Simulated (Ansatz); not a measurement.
YbSi in the CsCl-type structure

Level of theory: DFT, PBEsol, scalar-relativistic, no spin polarisation; plane waves to 420 eV with PAW datasets (Ansatz 0.2.0), 8×8×8 k-mesh, Gaussian smearing of 0.05 eV. The datasets are Ansatz's generated set soft_2.

Space group Pm-3m (No. 221). a = 3.416 Å, b = 3.416 Å, c = 3.416 Å, α = 90.00°, β = 90.00°, γ = 90.00°
| atom | site | symmetry | x | y | z |
| --- | --- | --- | --- | --- | --- |
| Yb | 1a | m-3m | 0.0000 | 0.0000 | 0.0000 |
| Si | 1b | m-3m | 0.5000 | 0.5000 | 0.5000 |

The cell came from substitution into a structure type; whether the compound takes it is for experiment to say.

The cell above was scaled in volume, its shape and atoms being fixed by the lattice's symmetry. Energies are counted from the cell above.

Cell and atoms are those of this level's equilibrium.

| V (Å³/atom) | ΔE (meV/atom) | P from the stress (GPa) |
| --- | --- | --- |
| 19.141 | 6.98 | 3.00 |
| 19.540 | 1.63 | 1.39 |
| 19.939 | 0.00 | 0.01 |
| 20.338 | 1.56 | -1.25 |
| 20.736 | 6.22 | -2.40 |

Task: Do the energies and the pressures agree? Compare −ΔE/ΔV between neighbouring points (1 meV/Å³ = 0.1602 GPa) with the mean of their pressures.

Result: 
```tsv
interval (Å³/atom)	−ΔE/ΔV (GPa)	mean P (GPa)
19.14 to 19.54	2.2	2.2
19.54 to 19.94	0.7	0.7
19.94 to 20.34	-0.6	-0.6
20.34 to 20.74	-1.9	-1.8
```
They differ by 0.05 GPa at most.

Task: What do the two routes give for V0, B0 and B0′?

Result: A third-order Birch–Murnaghan fit of the energies: V0 = 19.94 Å³/atom, B0 = 66 GPa, B0′ = 3.7. A polynomial of P in ln V, with B = −dP/d ln V at P = 0: V0 = 19.94 Å³/atom, B0 = 65 GPa, B0′ = 4.7. B0′ isn't converged to its last digit.

B0·V0 = 66.4 GPa × 19.94 Å³ = 8.27 eV/atom sets the scale: near the minimum ΔE ≈ ½ B0 V0 x², with x = V/V0 − 1, and a pressure of 0.7 GPa squeezes the volume by about 1 %. At the ends of the curve: x = −4.0 % predicts 6.6 meV/atom and the run gives 7.0; x = +4.0 % predicts 6.6 meV/atom and the run gives 6.2. The curve is steeper than the parabola on the compressed side and flatter on the expanded side: the bulk modulus rises with pressure.

Without a U the 4f levels of Yb lie too near the Fermi level, so their share of the states there, and what hangs on it, is overstated. No spin–orbit coupling, a notable omission for heavy elements. Spin polarisation wasn't allowed in this run, so with an open shell this may not be the ground state. The run is a metal.
